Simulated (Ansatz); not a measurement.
ZnWO₄:
```
CELL_PARAMETERS angstrom
      4.67442     0.00000     0.00000
      0.00000     5.72485     0.00000
     -0.04835     0.00000     4.91246
ATOMIC_POSITIONS crystal
  Zn 0.50000 0.67954 0.75000
  Zn 0.50000 0.32046 0.25000
  W  0.00000 0.18299 0.75000
  W  0.00000 0.81701 0.25000
  O  0.78323 0.10599 0.06353
  O  0.21677 0.89401 0.93647
  O  0.21677 0.10599 0.43647
  O  0.78323 0.89401 0.56353
  O  0.74379 0.37600 0.59694
  O  0.25621 0.62400 0.40306
  O  0.25621 0.37600 0.90306
  O  0.74379 0.62400 0.09694
```

Relaxed with r²SCAN. Independent-particle spectrum: no excitons, no local fields, no scissors shift; 0.1 eV broadening; ε₁ of the summed bands alone.

Q: Tabulate the dielectric function from the program Ansatz at the r²SCAN level (PAW).

A: 

```tsv
E (eV)	ε₁ xx	ε₂ xx	ε₁ yy	ε₂ yy	ε₁ zz	ε₂ zz
0.0	5.54	0.00	4.86	0.00	5.44	0.00
0.4	5.56	0.00	4.87	0.00	5.46	0.00
0.8	5.62	0.00	4.91	0.00	5.51	0.00
1.2	5.72	0.00	4.99	0.00	5.60	0.00
1.6	5.88	0.00	5.10	0.00	5.75	0.00
2.0	6.12	0.00	5.26	0.00	5.95	0.00
2.4	6.45	0.00	5.49	0.00	6.25	0.00
2.8	6.95	0.00	5.83	0.00	6.69	0.00
3.2	7.77	0.00	6.39	0.00	7.44	0.00
3.6	9.52	0.18	7.67	0.35	8.60	0.45
4.0	11.40	3.60	8.25	1.58	10.88	2.33
4.4	11.80	7.73	9.30	3.81	10.78	5.77
4.8	6.88	12.85	5.86	7.32	6.96	8.92
5.2	0.34	10.23	2.83	5.54	4.90	8.22
5.6	0.09	6.08	2.81	5.19	3.06	8.36
6.0	0.46	4.77	2.60	4.12	0.63	6.99
6.4	1.21	3.47	2.30	3.45	0.26	4.61
6.8	1.45	3.19	3.09	2.19	1.14	3.13
7.2	1.33	3.15	3.94	2.83	1.90	2.85
7.6	1.71	2.47	4.00	3.79	2.38	2.40
8.0	2.34	2.42	3.19	4.74	3.66	3.61
8.4	2.90	2.94	2.40	4.10	2.70	4.31
8.8	2.66	3.62	2.12	4.25	2.59	4.67
9.2	2.45	3.79	2.11	4.25	1.23	4.96
9.6	2.06	4.12	2.02	4.28	1.03	4.09
10.0	1.32	4.39	1.08	4.60	0.98	4.54
10.4	0.72	3.69	0.32	3.99	-0.19	4.18
10.8	0.59	3.65	0.41	3.31	-0.46	3.02
11.2	0.42	3.18	0.27	3.18	0.09	2.55
11.6	0.24	3.43	0.36	2.86	0.19	2.61
12.0	0.19	2.89	0.33	2.63	0.24	2.33
```

Q: From ε at 4.8 eV (xx: 6.88 + 12.85i), find n, k, the normal reflectivity and the absorption coefficient.

A: n = 3.28, k = 1.962, R = 41 %, α = 2kE/ħc = 950000 cm⁻¹.

With all bands, ε∞ without local fields is 5.77 (xx), 5.08 (yy), 5.65 (zz). DFPT, with local fields, gives 4.75 (xx), 4.62 (yy), 5.32 (zz).

Space group P2/c. The workflow started from a Materials Project entry (that database holds measured and hypothetical structures alike); the Crystallography Open Database files this formula in space group No. 13, but the cells were not matched. Its standing as an ambient phase is unchecked. The cell was relaxed with r²SCAN under the symmetry of its start; whether a distortion lowers the energy is not shown. No spin polarisation was allowed. No Hubbard U is applied. Scalar-relativistic: spin–orbit coupling is off unless named, which matters more the heavier the elements.

Potentials: the later of the program's two PAW sets.
